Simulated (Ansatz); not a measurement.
Starting structure of a cell relaxation (symmetry kept):

```yaml
crystal:
  lattice:
    - [0.00000, 3.79330, 3.79330]
    - [3.79330, 0.00000, 3.79330]
    - [3.79330, 3.79330, 0.00000]
  atoms:
    - { symbol: Sc, position: [0.50000, 0.50000, 0.50000] }
    - { symbol: Sc, position: [0.75000, 0.75000, 0.75000] }
    - { symbol: Al, position: [0.12500, 0.12500, 0.12500] }
    - { symbol: Al, position: [0.62500, 0.12500, 0.12500] }
    - { symbol: Al, position: [0.12500, 0.62500, 0.12500] }
    - { symbol: Al, position: [0.12500, 0.12500, 0.62500] }
```

Computed with DFT LDA, scalar-relativistic, plane waves, PAW (Ansatz).

Settings: cutoff 420 eV, Γ-centred mesh 8×8×8 on the computed 6-atom cell, Gaussian smearing of 0.10 eV; no spin polarisation.

Question: What does it relax to?

Answer: The volume goes down by 0.95 Å³/atom to 17.24 Å³/atom, and the energy falls by 14.7 meV/atom. Final structure:
```
Sc Al
1.0
     0.00000    3.72602    3.72602
     3.72602    0.00000    3.72602
     3.72602    3.72602    0.00000
Sc Al
2 4
Direct
  0.50000 0.50000 0.50000
  0.75000 0.75000 0.75000
  0.12500 0.12500 0.12500
  0.62500 0.12500 0.12500
  0.12500 0.62500 0.12500
  0.12500 0.12500 0.62500
```

Cost: 1 run of about 0.29 core-minutes, on Intel Xeon Platinum 8375C (Ice Lake) (shared hosts).